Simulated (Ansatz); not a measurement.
MnCl₂ (R-3m), DFT, PBEsol+U, all-electron PAW with datasets made for the crystal, scalar-relativistic (Ansatz 0.2.0).

Command: `ansatz run input.yaml --threads 2 --pin off --max-ram 6144MiB --backend cpu --events-out ev --progress --plain --runs-dir out`

```yaml
crystal:
  lattice:
    - [1.843, 1.0640565461, 5.8233333333]
    - [-1.843, 1.0640565461, 5.8233333333]
    - [0.0, -2.1281130922, 5.8233333333]
  atoms:
    - { symbol: Mn, position: [0.0, 0.0, 0.0], spin: 4.0 }
    - { symbol: Cl, position: [0.25, 0.25, 0.25] }
    - { symbol: Cl, position: [0.75, 0.75, 0.75] }
magnetization:
  spin_polarized: true
kpoints:
  mp_grid: { grid: [9, 9, 9] }
scf:
  occupations: { method: fermi_dirac, width: 0.08 }
hamiltonian:
  xc: pbesol
  pseudopotentials: { kind: all_electron, datasets: crystal }
  hubbard: { sites: [{ species: Mn, l: d, u_eff: 4 }] }
output:
  forces: true
  stress: true
  eigenvalues: true
  hubbard: { sites: [{ species: Mn, l: d }] }
```

How does this run end?

The input was rejected before any iteration.
```
Error: 2 input errors — fix all and re-run
  2. hamiltonian.pseudopotentials.datasets: crystal with hamiltonian.hubbard without hamiltonian.hubbard.projectors: augmentation-sphere — beside datasets made for the crystal a Hubbard term projects on shells inside the augmentation spheres: set hamiltonian.hubbard.projectors: augmentation-sphere, with a U that was fitted under it, at the same cutoff radius
```
